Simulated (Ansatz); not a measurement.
MgO (rock salt, Fm-3m), the program Ansatz at the r²SCAN level (PAW). The conduction-band minimum lies at Γ, with 1 equivalent valley. Second derivatives d²E/dk² of the lowest band at one valley (eV·Å²), along Cartesian directions:

| direction | d²E/dk² |
|---|---|
| [100] | 20.90 |
| [010] | 20.90 |
| [001] | 20.90 |
| [110] | 20.89 |
| [101] | 20.89 |
| [011] | 20.89 |

Find the principal effective masses, the density-of-states mass and the conductivity mass.

Off-diagonal terms follow from H_xy = H[110] − (H_xx + H_yy)/2, and m*/mₑ = 7.620 eV·Å² over each eigenvalue: 0.36, 0.36, 0.36. One valley's DOS mass (m₁m₂m₃)^(1/3) = 0.36, conductivity mass 3/(Σ 1/mᵢ) = 0.36 mₑ.

What effective density of states Nc follows at 300 K for parabolic valleys?

Nc = 2.509e19 × 1 × (0.36)^(3/2) ≈ 5.4e18 cm⁻³.

With the computed static dielectric constant 9.76 (mean of the diagonal), estimate a hydrogenic donor's binding energy and radius.

E = 13.606 eV × 0.36/9.76² ≈ 51 meV; a = 0.529 Å × ε/m* ≈ 14 Å. Semilocal masses tend to be too small where the gap is.

With ε∞ = 3.00 and ω_LO = 719 cm⁻¹, what Fröhlich coupling constant follows?

α = (1/ε∞ − 1/ε0) √(m* × 13.606 eV/ħω_LO) = 1.7.

Symmetry was held in the r²SCAN relaxation; phonons on a q-mesh show no instability.

Potentials: the earlier of the program's two PAW sets.
